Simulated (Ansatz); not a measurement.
InP (zinc blende)

```yaml
crystal:
  lattice:
    - [0.00000, 2.93939, 2.93939]
    - [2.93939, 0.00000, 2.93939]
    - [2.93939, 2.93939, 0.00000]
  atoms:
    - { symbol: P, position: [0.75000, 0.75000, 0.75000] }
    - { symbol: In, position: [0.00000, 0.00000, 0.00000] }
```

The slice is a {100} plane (indices of the conventional cell) through the point (0.750, 0.750, 0.750) (fractional), spanned by u = [100] and v = [0 1 -1] in vectors of this cell: u (4.16 Å) and v (4.16 Å, at 90° to u). It covers one period; positions are fractions (u, v).

Level of theory: PBEsol (plane waves to 420 eV, PAW, scalar-relativistic; Ansatz, a program for electronic structure). k mesh 10×10×10. Inside the PAW spheres the values are not all-electron values, and peaks at nuclei hang on which shells count as valence. InP was relaxed with its symmetry unable to fall. The PAW data are Ansatz's earlier set.

Problem. Sketch the electron localisation function (ELF) on this plane as a map.

Solution. 
```
|xxxx#@@@%#+-:::::-+#%@@@#xxx|
|xxx+%@@@%#+-:::::-+#%@@@%+xx|
|xx+#@@@@%*+-:::::-+*%@@@@#+x|
|##%@@@@%#*=-:...:-=*#%@@@@%#|
|@@@@@@%%*+-::...::-+*%%@@@@@|
|@@@@@%%#+=-:.....:-=+#%%@@@@|
|@@@@%%#*=-:..   ..:-=*#%%@@@|
|%%%%#*+=-:..     ..:-=+*#%%%|
|###**+=-:..       ..:-=+**##|
|++++=--:..         ..:--=+++|
|=----::..           ..::----|
|::::::..             ..:::::|
|::::...               ...:::|
|::::...               ...:::|
|::::...               ...:::|
|::::::..             ..:::::|
|=----::..           ..::----|
|++++=--:..         ..:--=+++|
|###**+=-:..       ..:-=+**##|
|%%%%#*+=-:..     ..:-=+*#%%%|
|@@@@%%#*=-:..   ..:-=*#%%@@@|
|@@@@@%%#+=-:.....:-=+#%%@@@@|
|@@@@@@%%*+-::...::-+*%%@@@@@|
|##%@@@@%#*=-:...:-=*#%@@@@%#|
|xx+#@@@@%*+-:::::-+*%@@@@#+x|
|xxx+%@@@%#+-:::::-+#%@@@%+xx|
|xxxx#@@@%#+-:::::-+#%@@@#xxx|
|xxxx#@@@%#+=:::::=+#%@@@#xxx|
```
Scale: ten equal steps from 0.01 (start of ' ') to 0.83 (end of '@'), in the order ' .:-=+*#%@'. Values: electron localisation function (ELF). The map has 28 points along u (one character each, u = 0 at the left) and 28 along v (v = 0 in the bottom row). Points within 0.5 Å of a nucleus are blanked (x), as the pseudised field means little there.
